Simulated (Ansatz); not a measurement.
Ansatz (a first-principles code) input:

Ansatz 0.2 input:
```yaml
crystal:
  lattice:
    - [5.1542217366, 0.0, 0.0]
    - [0.0, 5.2256630915, 0.0]
    - [-0.871708933, 0.0, 5.2597778914]
  atoms:
    - { symbol: Zr, position: [0.2761306692, 0.0421514157, 0.209743532] }
    - { symbol: Zr, position: [0.7238693308, 0.5421514157, 0.290256468] }
    - { symbol: Zr, position: [0.7238693308, 0.9578485843, 0.790256468] }
    - { symbol: Zr, position: [0.2761306692, 0.4578485843, 0.709743532] }
    - { symbol: O, position: [0.0687385244, 0.3326940728, 0.3447982056] }
    - { symbol: O, position: [0.9312614756, 0.8326940728, 0.1552017944] }
    - { symbol: O, position: [0.9312614756, 0.6673059272, 0.6552017944] }
    - { symbol: O, position: [0.0687385244, 0.1673059272, 0.8447982056] }
    - { symbol: O, position: [0.4497048294, 0.7572532248, 0.4778154541] }
    - { symbol: O, position: [0.5502951706, 0.2572532248, 0.0221845459] }
    - { symbol: O, position: [0.5502951706, 0.2427467752, 0.5221845459] }
    - { symbol: O, position: [0.4497048294, 0.7427467752, 0.9778154541] }
kpoints:
  mp_grid: { grid: [3, 3, 3] }
hamiltonian:
  xc: hse06
  pseudopotentials: { kind: paw }
scf:
  n_extra_bands: 12
  occupations: { method: fixed }
output:
  eigenvalues: true
  eigenstates:
    e_range: [-9.0, 14.2]
    kpoints:
      - [0.0, 0.0, 0.0]  # VBM
      - [0.5, 0.0, 0.0]  # CBM
```

Output (shortened):

```
Pseudopotential: Zr, paw, valence charge 12
Pseudopotential: O, paw, valence charge 6
Functional definition: HSE06
davidson cushion auto → on  (no smearing: the cushion is to keep the highest requested band from converging to the state above it …
Crystal: 12 atoms, lattice volume = 141.668 Å³
Basis set: ecut = 420 eV, 2769 PW (Γ)
Bands: 60, of which v1, the nominal top of the filled ones, is band 48 counted from 1 (47 counted from 0)
Symmetry: 4 space group operations
Space group: P21/c (ITA 14), of the structure as read, at distance tolerance 5.2e-5 Å
k-points: 10 of 27
SCF iter   1: F=—  HF=-21296.102693 eV  |F-HF|=—  |Δ(HF+E_count)|=         —  Δρ=3.55e-3  dr2=5.79e-3  ethr=1.77e-3  ⟨swp⟩=6.1  Hψ=2773  notcnv=0
preconditioner: auto → none
SCF iter   2: F=—  HF=-21296.109991 eV  |F-HF|=—  |Δ(HF+E_count)|=   7.30e-3  Δρ=2.33e-3  dr2=4.41e-3  ethr=6.03e-6  ⟨swp⟩=4.8  Hψ=2332  notcnv=0
SCF iter   3: F=-21296.109307 eV  HF=-21296.110007 eV  |F-HF|=6.99e-4  |Δ(HF+E_count)|=   1.53e-5  Δρ=1.29e-3  dr2=1.43e-3  ethr=4.60e-6  ⟨swp⟩=3.1  Hψ=1657  notcnv=0
SCF 1 stopped early in 3 iterations: F = -21296.109307 eV  dr2 = 1.43e-3
Crystal: 12 atoms, lattice volume = 141.668 Å³
Exchange kernel: α = 0.2500, screened, ω = 0.2079 Å⁻¹, Wigner–Seitz truncation, v(0) = 1032.9298 eV·Å³, q-mesh 3×3×3, nearest image of the exchange supercell L …
Frozen-core exchange: fock
SCF iter   1: F=—  HF=-21304.824515 eV  |F-HF|=—  |Δ(HF+E_count)|=         —  Δρ=1.42e-2  dr2=4.59e-1  ethr=1.49e-5  ⟨swp⟩=5.8  Hψ=2712  notcnv=0
preconditioner: auto → none
SCF iter   2: F=—  HF=-21304.702346 eV  |F-HF|=—  |Δ(HF+E_count)|=   1.22e-1  Δρ=1.14e-2  dr2=1.40e-1  ethr=1.49e-5  ⟨swp⟩=4.4  Hψ=2438  notcnv=0
SCF iter   3: F=—  HF=-21304.673176 eV  |F-HF|=—  |Δ(HF+E_count)|=   2.92e-2  Δρ=2.87e-3  dr2=1.33e-2  ethr=1.49e-5  ⟨swp⟩=4.0  Hψ=2020  notcnv=0
SCF iter   4: F=—  HF=-21304.728574 eV  |F-HF|=—  |Δ(HF+E_count)|=   5.54e-2  Δρ=2.24e-3  dr2=8.93e-3  ethr=7.13e-6  ⟨swp⟩=3.0  Hψ=1858  notcnv=0
iter 5 solved again at ethr=6.40e-7 eV; its pass at ethr=7.13e-6 eV (dr2=6.14e-4 eV) is discarded
SCF iter   5: F=—  HF=-21304.725862 eV  |F-HF|=—  |Δ(HF+E_count)|=   2.71e-3  Δρ=7.18e-4  dr2=8.23e-4  ethr=6.40e-7  ⟨swp⟩=2.0  Hψ=2920  notcnv=0
SCF iter   6: F=—  HF=-21304.725710 eV  |F-HF|=—  |Δ(HF+E_count)|=   1.52e-4  Δρ=2.56e-4  dr2=1.08e-4  ethr=6.38e-7  ⟨swp⟩=3.0  Hψ=1589  notcnv=0
SCF iter   7: F=—  HF=-21304.726525 eV  |F-HF|=—  |Δ(HF+E_count)|=   8.15e-4  Δρ=2.54e-4  dr2=8.54e-5  ethr=4.88e-8  ⟨swp⟩=4.4  Hψ=1987  notcnv=0
SCF iter   8: F=-21304.726499 eV  HF=-21304.726502 eV  |F-HF|=2.79e-6  |Δ(HF+E_count)|=   2.31e-5  Δρ=5.47e-5  dr2=4.47e-6  ethr=4.88e-8  ⟨swp⟩=3.0  Hψ=1553  notcnv=0
SCF 2 stopped early in 8 iterations: F = -21304.726499 eV  dr2 = 4.47e-6
hybrid outer 1: dexx = +6.353e-2 eV, tail = 7.59e-5 eV
Crystal: 12 atoms, lattice volume = 141.668 Å³
Exchange kernel: α = 0.2500, screened, ω = 0.2079 Å⁻¹, Wigner–Seitz truncation, v(0) = 1032.9298 eV·Å³, q-mesh 3×3×3, nearest image of the exchange supercell L …
Frozen-core exchange: fock
SCF iter   1: F=—  HF=-21304.726100 eV  |F-HF|=—  |Δ(HF+E_count)|=         —  Δρ=4.41e-5  dr2=2.54e-6  ethr=3.95e-7  ⟨swp⟩=3.4  Hψ=1407  notcnv=0
preconditioner: auto → none
iter 2 solved again at ethr=2.03e-10 eV; its pass at ethr=2.03e-9 eV (dr2=1.94e-7 eV) is discarded
SCF iter   2: F=—  HF=-21304.726101 eV  |F-HF|=—  |Δ(HF+E_count)|=   1.07e-6  Δρ=2.20e-5  dr2=3.18e-7  ethr=2.03e-10  ⟨swp⟩=2.0  Hψ=3534  notcnv=0
SCF iter   3: F=—  HF=-21304.726102 eV  |F-HF|=—  |Δ(HF+E_count)|=   1.15e-6  Δρ=1.13e-5  dr2=1.05e-7  ethr=2.02e-10  ⟨swp⟩=6.1  Hψ=2193  notcnv=0
SCF iter   4: F=-21304.726102 eV  HF=-21304.726102 eV  |F-HF|=7.46e-9  |Δ(HF+E_count)|=   3.81e-8  Δρ=4.00e-6  dr2=1.06e-8  ethr=1.04e-10  ⟨swp⟩=3.0  Hψ=1563  notcnv=0
SCF 3 converged in 4 iterations: F = -21304.726102 eV  dr2 = 1.06e-8
hybrid outer 2: dexx = +1.426e-6 eV, tail = 4.17e-8 eV, Δε = 1.76e-3 eV (about 4.40e-5 eV left of the loop's levels)
NSCF: frozen V_eff on 2 k-points
hybrid SCF converged: 2 outer / 12 inner (+3 warm-up), last move |dexx| = 1.43e-6 eV, tail = 4.17e-8 eV
Stability not checked (fock_operator)
Free energy (F): -21304.726102 eV
Frozen-core exchange: fock
Harris-Foulkes:  -21304.726102 eV  (|F-HF|=7.46e-9)
Internal energy: -21304.726102 eV  (E = F + TS)
E sigma→0 (E₀):  -21304.726102 eV
Fermi energy:    9.378558 eV
--- Per-component energies (eV) ---
  E_band       = -562.840873
  E_kinetic    = 2754.028260
  E_local      = -5086.638484  (includes V_loc(G=0)·N_el)
  E_nonlocal   = 670.610330
  E_hartree    = 1707.763284
  E_xc         = -999.713614
  E_vxc        = -1216.690985  (∫ρ·V_xc dr)
  E_exx        = -283.296556  (= α·E_x^exact, valence–valence)
  E_paw        = -13047.273871  (= ΣΔE_a)
  E_vpaw       = -533.107693  (= ΣTr[D̂ρ^β])
  E_aug_tail   = 0.019749  (compensation charges beyond the density's cutoff)
  E_ewald      = -7018.435524
  E_core_change = -1.789676  (= ΣΔE_core)
  E_smearing   =  0.000000  (= −TS)
  E_closure    =  0.000000  (closes the sum)
  Σ components = -21304.726102   (vs F -21304.726102, Δ=0.00e0)
  [band-id]    e_kinetic+e_local+e_nonlocal+2·e_hartree+e_vxc+2·e_exx+e_vpaw+e_augmentation_tail = -562.845367   (vs E_band -562.840873, Δ=-4.49e-3)
--- Band table (eV; the first three rows and the last of 10) ---
  k-point 0: bands = ["-40.9890", "-40.9214", "-40.9137", "-40.9124", "-18.3495", "-18.2872", "-18.2718", "-17.8833", "-17.7819", "-17.7100", "-17.6402", "-17.6071", "-17.5624", "-17.5258", "-17.4834", "-17.3874", "-9.8624", "-8.8239", "-8.6355", "-8.5266", …
  k-point 1: bands = ["-40.9716", "-40.9370", "-40.9141", "-40.9140", "-18.2412", "-18.1770", "-18.1005", "-17.9848", "-17.9523", "-17.7085", "-17.6289", "-17.6200", "-17.5832", "-17.5510", "-17.5143", "-17.5076", "-9.4075", "-8.7043", "-8.6203", "-8.5739", …
  k-point 2: bands = ["-40.9743", "-40.9429", "-40.9105", "-40.9088", "-18.2363", "-18.1920", "-18.1116", "-17.9114", "-17.8756", "-17.7579", "-17.7281", "-17.6712", "-17.6188", "-17.5795", "-17.4872", "-17.4123", "-9.3768", "-8.7083", "-8.5390", "-8.4445", …
  k-point 9: bands = ["-40.9580", "-40.9395", "-40.9212", "-40.9178", "-18.3032", "-18.2476", "-18.2034", "-18.0689", "-17.8192", "-17.6981", "-17.6423", "-17.6041", "-17.5588", "-17.5117", "-17.4761", "-17.4265", "-9.2468", "-8.9080", "-8.7222", "-8.6228", …
```

Cost: around 3 core-minutes (rough) on shared cores.

The points marked VBM and CBM come from a semilocal run.

Space group P2_1/c. Symmetry was held in the r²SCAN relaxation. The run is not spin-polarised. Scalar-relativistic: spin–orbit coupling is off unless named, which matters more the heavier the elements.

Potentials: the later of the program's two PAW sets.

Ansatz is a plane-wave DFT program.
